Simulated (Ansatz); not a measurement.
Na (fcc (Cu type), Fm-3m) under volume change, plane-wave PAW r²SCAN (Ansatz code), scaled uniformly.

```json
[
 {"V (Å³/atom)": "34.377", "E − E(relaxed) (meV/atom)": "8.4", "P (GPa)": "0.85"},
 {"V (Å³/atom)": "35.511", "E − E(relaxed) (meV/atom)": "3.6", "P (GPa)": "0.53"},
 {"V (Å³/atom)": "36.644", "E − E(relaxed) (meV/atom)": "0.8", "P (GPa)": "0.25"},
 {"V (Å³/atom)": "37.777", "E − E(relaxed) (meV/atom)": "0.0", "P (GPa)": "0.00"},
 {"V (Å³/atom)": "38.911", "E − E(relaxed) (meV/atom)": "[?]", "P (GPa)": "[?]"},
 {"V (Å³/atom)": "40.044", "E − E(relaxed) (meV/atom)": "3.0", "P (GPa)": "-0.40"},
 {"V (Å³/atom)": "41.177", "E − E(relaxed) (meV/atom)": "[?]", "P (GPa)": "[?]"}
]
```

Problem. What belongs in the gaps?

Solution. 
- 41.177, E − E(relaxed) (meV/atom): 6.4
- 41.177, P (GPa): -0.56
- 38.911, E − E(relaxed) (meV/atom): 0.8
- 38.911, P (GPa): -0.21

Problem. What does a third-order Birch–Murnaghan fit give for V₀, B₀ and B′?

Solution. V₀ = 37.78 Å³/atom, B₀ = 7.6 GPa, B′ = 3.6.

This is a known high-pressure phase of the composition, computed here at zero pressure and temperature. Symmetry was held in the r²SCAN relaxation; its stability against distortions is not shown here.

Potentials: the later of the program's two PAW sets.
